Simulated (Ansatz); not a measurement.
BAs:
```
CELL_PARAMETERS angstrom
      3.35425     0.00000     0.00000
     -1.67713     2.90487     0.00000
      0.00000     0.00000     5.55357
ATOMIC_POSITIONS crystal
  B  0.33333 0.66667 0.37457
  B  0.66667 0.33333 0.87457
  As 0.33333 0.66667 0.00043
  As 0.66667 0.33333 0.50043
```

x, y and z are the axes in which the lattice vectors are written.

Problem. Give the proper piezoelectric stress tensor with relaxed ions from PBEsol (plane waves, PAW; program Ansatz).

Solution. In C/m², rows x, y, z, Voigt columns; mesh uncertainty up to 0.01.
```
 0.00   0.00   0.00   0.00  -0.12   0.00
 0.00   0.00   0.00  -0.12   0.00   0.00
-0.16  -0.16   0.33   0.00   0.00   0.00
```

The elastic tensor of the same run (GPa):

```json
[
 {"": "1", "1": "333", "2": "57.8", "3": "26.8", "4": "0.0", "5": "0.0", "6": "0.0"},
 {"": "2", "1": "57.8", "2": "333", "3": "26.8", "4": "0.0", "5": "0.0", "6": "0.0"},
 {"": "3", "1": "26.8", "2": "26.8", "3": "377", "4": "0.0", "5": "0.0", "6": "0.0"},
 {"": "4", "1": "0.0", "2": "0.0", "3": "0.0", "4": "108", "5": "0.0", "6": "0.0"},
 {"": "5", "1": "0.0", "2": "0.0", "3": "0.0", "4": "0.0", "5": "108", "6": "0.0"},
 {"": "6", "1": "0.0", "2": "0.0", "3": "0.0", "4": "0.0", "5": "0.0", "6": "138"}
]
```

Problem. Convert to strain constants d = e·S.

Solution. In pC/N:
```
 0.0   0.0   0.0   0.0  -1.1   0.0
 0.0   0.0   0.0  -1.1   0.0   0.0
-0.5  -0.5   0.9   0.0   0.0   0.0
```

Space group P6_3mc (wurtzite). The workflow started from a Materials Project entry (that database holds measured and hypothetical structures alike); the Crystallography Open Database copy checked does not list it. It is not the phase usual at ambient conditions (space group No. 216). The PBEsol relaxation kept the symmetry of its start; its stability against distortions is not shown here. Signs of piezoelectric constants follow the polarity of the cell as given.

Potentials: the earlier of the program's two PAW sets. The files were generated under PBE; for other functionals the program regenerates the frozen cores, and for LDA and PBEsol the local potential too.
